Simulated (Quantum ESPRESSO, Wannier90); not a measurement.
## Tight-binding from DFT: SnSe$_{2}$ (CdI2 type)

```
CELL_PARAMETERS angstrom
      3.84190     0.00000     0.00000
     -1.92095     3.32718     0.00000
      0.00000     0.00000     6.48588
ATOMIC_POSITIONS crystal
  Sn 0.00000 0.00000 0.00000
  Se 0.66667 0.33333 0.75710
  Se 0.33333 0.66667 0.24290
```

Cell from Materials Project (mp-665), symmetrised, no further relaxation. COD (Crystallography Open Database) has the formula in 2 space groups, this one among them (matched by group alone). Computed values, not measurements, from PBEsol: Quantum ESPRESSO (norm-conserving PseudoDojo potentials, cutoff 69 Ry, no spin polarisation, no spin-orbit coupling) on a Γ-centred 12×12×6 mesh, then Wannier90. Density: 12×12×6 mesh, Gaussian smearing 0.01 Ry. The cell is built of weakly bound layers, chains or molecules, whose nearest atoms lie 4.01 Å apart. Database cells relaxed without dispersion often hold them too far apart, which can enlarge gaps and weakens couplings between them; spacing and stacking were not compared with the measured crystal. Spin-orbit coupling is left out although heavy elements are present.

Valence charges of the files: Sn 14, Se 16. 36 bands were computed.

Isolated groups of bands, relative to the valence-band maximum (bands from 25 on overlap up to the last one computed):

```tsv
bands	from (eV)	to (eV)	filling	weight on atomic waves
1–10	-46.84	-46.77	filled	Se 3d 100 %
11–15	-21.14	-21.03	filled	Sn 4d 100 %
16–17	-13.64	-11.55	filled	Se 4s 79 %, Sn 5p 13 %, Sn 5s 6 %
18	-7.23	-5.34	filled	Sn 5s 50 %, Se 4p 35 %, Se 4s 14 %
19–23	-4.60	0.00	filled	Se 4p 80 %, Sn 5p 16 %
24	0.65	2.35	empty	Se 4p 60 %, Sn 5s 33 %
```

Wanted is a model with the orbitals Sn s p, Se s p, without the filled groups that are mainly made of other shells (semicore states, and anion s where it isn't named); all higher bands stay in for disentanglement.

Task: Give num_wann, exclude_bands and num_bands, and the number of electrons that the model holds.

Result: Electrons: 1×14 + 2×16 = 46, which fill 23 bands.
num_wann = 1×4 + 2×4 = 12.
exclude_bands = 1-15, 15 bands, so num_bands = 36 − 15 = 21.
The model holds 46 − 2×15 = 16 electrons. With the window frozen to 2.15 eV it follows pw.x to 0.5 meV rms (states up to 1.6 eV relative to the valence-band maximum).
